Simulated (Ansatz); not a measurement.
A relaxed structure of Au is spoiled in several ways and relaxed again each time (squeezed and stretched starts keep its symmetry, which their runs cannot lower; pressure is positive under compression). The numbers are results of r2SCAN (plane waves to 500 eV, PAW, scalar-relativistic; Ansatz, a quantum-chemistry and plane-wave program), not measurements.

```cif
data_Au4
_chemical_formula_sum 'Au4'
_space_group_name_H-M_alt 'Fm-3m'
_space_group_IT_number 225
_space_group_name_Hall '-F 4 2 3'
_cell_length_a 4.12408
_cell_length_b 4.12408
_cell_length_c 4.12408
_cell_angle_alpha 90.000
_cell_angle_beta 90.000
_cell_angle_gamma 90.000
loop_
_atom_site_label
_atom_site_type_symbol
_atom_site_symmetry_multiplicity
_atom_site_Wyckoff_symbol
_atom_site_fract_x
_atom_site_fract_y
_atom_site_fract_z
_atom_site_occupancy
Au1 Au 4 a 0.00000 0.00000 0.00000 1
```
(The calculation used a cell of 1 atom; values per cell refer to that cell.)

```tsv
change	first pressure (GPa)	largest first force (eV/Å)	released (eV/atom)	moves	outcome	final group	E − E(parent) (eV/atom)
deformed by the Cartesian strain tensor (xx, yy, zz, yz, xz, xy) = (-0.049, 0.020, 0.070, 0.121, -0.017, -0.048)	3.4	0.00	0.08	21	same energy, other cell	C2/m (nearly I4/mmm)	0.00
squeezed uniformly to 70 % of its volume	?	0.00	?	8	?	?	?
```

### Question
Fill in the missing entries.

### Answer

- squeezed uniformly to 70 % of its volume, first pressure (GPa): 152.0
- squeezed uniformly to 70 % of its volume, released (eV/atom): 1.69
- squeezed uniformly to 70 % of its volume, outcome: returns to the parent
- squeezed uniformly to 70 % of its volume, final group: Fm-3m
- squeezed uniformly to 70 % of its volume, E − E(parent) (eV/atom): 0.00

First-step values come from each run's starting, coarser k-mesh (12×14×15, 15×15×15). Each cell has its own k-point mesh; energy differences are given only to the digits this allows. No spin polarisation in the result.
